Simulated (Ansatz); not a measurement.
Bi2Te3 — 209Bi NMR of the central transition

Cell: a computed structure from the Materials Project (it need not be an observed phase), ions relaxed with r2SCAN at fixed cell.

```
CELL_PARAMETERS angstrom
2.20907 1.27540 10.75243
-2.20907 1.27540 10.75243
0.00000 -2.55081 10.75243
ATOMIC_POSITIONS crystal
Bi 0.60306 0.60306 0.60306
Bi 0.39694 0.39694 0.39694
Te 0.78314 0.78314 0.78314
Te 0.00000 0.00000 0.00000
Te 0.21686 0.21686 0.21686
```

Atoms are numbered from 1 in the order listed; like atoms form one site, named after its first atom.

All values are calculated (Ansatz; DFT, r2SCAN, plane waves and PAW, scalar-relativistic, 500 eV cutoff, Γ-centred 9×9×9 k-points, Fermi–Dirac smearing 0.01 eV), not measured.

209Bi has I = 9/2 and Q = -516.0 mb (Pyykkö 2018); at 23.5 T its Larmor frequency is ν₀ = 163.6 MHz (from the bare nuclear moment; shielding lowers the observed one by a per cent or two). Only the quadrupole interaction is simulated: positions count from each site's isotropic chemical shift, and J coupling is left out, as are shift anisotropy and dipolar coupling, which fast spinning averages.

(1) Simulate the second-order pattern (fast magic-angle spinning, Gaussian broadening 0.4 kHz) of site Bi (6 Te at 3.07–3.27 Å).

Results:

(1) The calculation gives C_Q = -26.9 MHz and η = 0.00, so ν_Q = 1.12 MHz and the centre of gravity lies at -37.4 ppm (-6.13 kHz).

```json
{"offset (kHz)": "-15.97", "height": "0"}
{"offset (kHz)": "-15.60", "height": "0"}
{"offset (kHz)": "-15.22", "height": "3"}
{"offset (kHz)": "-14.85", "height": "4"}
{"offset (kHz)": "-14.47", "height": "4"}
{"offset (kHz)": "-14.10", "height": "4"}
{"offset (kHz)": "-13.72", "height": "5"}
{"offset (kHz)": "-13.35", "height": "5"}
{"offset (kHz)": "-12.97", "height": "5"}
{"offset (kHz)": "-12.59", "height": "5"}
{"offset (kHz)": "-12.22", "height": "5"}
{"offset (kHz)": "-11.84", "height": "5"}
{"offset (kHz)": "-11.47", "height": "5"}
{"offset (kHz)": "-11.09", "height": "5"}
{"offset (kHz)": "-10.72", "height": "6"}
{"offset (kHz)": "-10.34", "height": "6"}
{"offset (kHz)": "-9.97", "height": "11"}
{"offset (kHz)": "-9.59", "height": "66"}
{"offset (kHz)": "-9.22", "height": "71"}
{"offset (kHz)": "-8.84", "height": "48"}
{"offset (kHz)": "-8.47", "height": "41"}
{"offset (kHz)": "-8.09", "height": "37"}
{"offset (kHz)": "-7.72", "height": "35"}
{"offset (kHz)": "-7.34", "height": "33"}
{"offset (kHz)": "-6.97", "height": "33"}
{"offset (kHz)": "-6.59", "height": "32"}
{"offset (kHz)": "-6.22", "height": "32"}
{"offset (kHz)": "-5.84", "height": "32"}
{"offset (kHz)": "-5.47", "height": "33"}
{"offset (kHz)": "-5.09", "height": "34"}
{"offset (kHz)": "-4.72", "height": "35"}
{"offset (kHz)": "-4.34", "height": "37"}
{"offset (kHz)": "-3.97", "height": "39"}
{"offset (kHz)": "-3.59", "height": "43"}
{"offset (kHz)": "-3.22", "height": "50"}
{"offset (kHz)": "-2.84", "height": "63"}
{"offset (kHz)": "-2.47", "height": "100"}
{"offset (kHz)": "-2.09", "height": "66"}
{"offset (kHz)": "-1.72", "height": "3"}
{"offset (kHz)": "-1.34", "height": "0"}
```

An axis of threefold or higher order runs through Bi, so V_zz lies along it and η is zero.

Spin–orbit coupling is left out, which shifts gradients on Bi by a few per cent in wide-gap crystals, and can shift them far more where the calculated gap is small or absent, as here. Newer work puts Q(²⁰⁹Bi) near −420 mb, which would lower these couplings by about a fifth.
